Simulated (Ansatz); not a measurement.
One input, then a changed one: Ru (hcp type)

First run: DFT, r2SCAN, PAW with Ansatz's default frozen-core files, scalar-relativistic (Ansatz 0.2.0).

Command: `ansatz run input.yaml --threads 1 --pin off --max-ram 3584MiB --backend cpu --events-out ev --progress --plain --runs-dir out` It took 39 s on 1 thread of Intel(R) Xeon(R) Platinum 8488C (Sapphire Rapids), with other jobs on the host, peak memory 0.51 GiB.

```yaml
crystal:
  lattice:
    - [2.6793593033, 0.0, 0.0]
    - [-1.3396796516, 2.3203932225, 0.0]
    - [0.0, 0.0, 4.3405620713]
  atoms:
    - { symbol: Ru, position: [0.3333333333, 0.6666666667, 0.25] }
    - { symbol: Ru, position: [0.6666666667, 0.3333333333, 0.75] }
kpoints:
  mp_grid: { grid: [19, 19, 10] }
scf:
  occupations: { method: fermi_dirac, width: 0.05 }
hamiltonian:
  xc: r2scan
  pseudopotentials: { kind: paw }
output:
  forces: true
  stress: true
relax:
  f_tol: 0.005
  max_steps: 40
  cell: {}
```

The start is a guessed cell.

This run: bulk cell relaxed.

It converges in 31 SCF iterations over all geometries at a pressure of 0.00 GPa, ending at 13.49 Å³/atom, cutoff 500 eV.

The input is then changed:

```diff
 kpoints:
-  mp_grid: { grid: [19, 19, 10] }
+  mp_grid: { grid: [10, 10, 5] }
 scf:
   occupations: { method: fermi_dirac, width: 0.05 }
+  mixing: { algorithm: anderson, beta: 0.7 }
+  eigensolver: { kind: davidson }
 hamiltonian:
   cell: {}
+basis:
+  precision: f64
```

**Question.** What does the second run give?

**Answer.** It converges in 30 SCF iterations over all geometries at a pressure of 0.00 GPa, ending at 13.50 Å³/atom, cutoff 500 eV, free energy +2.8 meV/atom against the first run's. More than one line changes, and not each need have an effect. Some of the changed settings are coarser than converged work would use. Results part of its log:
```
basis re-selected at this cell: Δ(F+E_penalty+E_count) = -5.024e-5 eV, ΔP = +0.001 GPa vs the last step (what re-selecting the basis moved, of the pressure what is left beyond the Pulay correction that the steps carried, after the strain that the cell walked since its last selection, with what the two solves' SCF thresholds leave and, on support functions, any second-order correction that the steps lacked; it is no measure of the basis error at this ecutwfc). This SCF's stress stands 1.43e-2 GPa from its target on what of the cell is left free (relax.cell.stress_tol is 5.00e-2 GPa) and its largest allowed force component is 7.98e-17 eV/Å (relax.f_tol is 5.00e-3 eV/Å): within both
SCF converged after 6 iterations
Stability not checked: this state was not tested for a lower state beside it, because the mixer in use, unlike msr1, does not test its closes by its own steps (another_mixer; see scf.mixing.algorithm and scf.lower_state_search)
Free energy (F): -11781.413066 eV
Harris-Foulkes:  -11781.413066 eV  (|F-HF|=1.09e-11)
Internal energy: -11781.393324 eV  (E = F + TS)
E sigma→0 (E₀):  -11781.403195 eV
Entropy (-TS):   -0.019742 eV (-9.871 meV/atom)
Fermi energy:    23.611431 eV
--- Per-component energies (eV) ---
  E_band       = -133.303599
  E_kinetic    = 1028.746501
  E_local      = -2502.616070  (includes V_loc(G=0)·N_el)
  E_nonlocal   = 685.670939
  E_hartree    = 804.073906
  E_xc         = -368.666287
  E_vxc        = -534.114405  (∫ρ·V_xc dr)
  E_paw        = -6957.756102  (= ΣΔE_a)
  E_vpaw       = -456.723545  (= ΣTr[D̂ρ^β])
  E_aug_tail   = 0.000192  (compensation charges beyond the density's cutoff)
  E_vtau       = 37.584964  (kinetic-family band-sum trace: ∫τ·v_τ [+ j·A + Jᵃ·Aᵃ] dr)
  E_ewald      = -4470.224492
  E_core_change = -0.621911  (= ΣΔE_core)
  E_smearing   = -0.019742  (= −TS)
  E_closure    = 0.000000  (closes the sum)
  Σ components = -11781.413066   (vs F -11781.413066, Δ=0.00e0)
--- Forces (eV/Å), atoms counted from 1 ---
  atom   1  Ru    -0.00000000     0.00000000    -0.00000000
  atom   2  Ru     0.00000000    -0.00000000     0.00000000
  max |Σ_I F_I| component: 2.31e-18 eV/Å
--- Stress (GPa, compression-positive) ---
        0.004195      -0.000000       0.000000
       -0.000000       0.004195       0.000000
        0.000000       0.000000      -0.014270
  P = ⅓ Tr σ = -0.0020 GPa (-0.020 kbar)
--- Relaxed structure (5 steps of the walk, 5 accepted, 1 SCFs on fresh bases) ---
  F+E_penalty+E_count = -11781.41306620 eV   max|allowed force component| = 7.980e-17 eV/Å   (the final SCF, on the basis selected at the relaxed cell)
  cell:  # Å, volume = 26.9984 Å³
    - [2.7112435563534407, -2.921103074301752e-11, -1.003557045322874e-33]
    - [-1.3556217781514228, 2.3480057956635516, -6.404749398851631e-34]
    - [-1.6257624134372464e-33, -2.136716314803238e-33, 4.241018341879192]
  atoms:
    - { symbol: Ru, position: [0.33333333333333326, 0.6666666666666665, 0.24999999999999997] }
    - { symbol: Ru, position: [0.6666666666666667, 0.33333333333333326, 0.7499999999999999] }
```
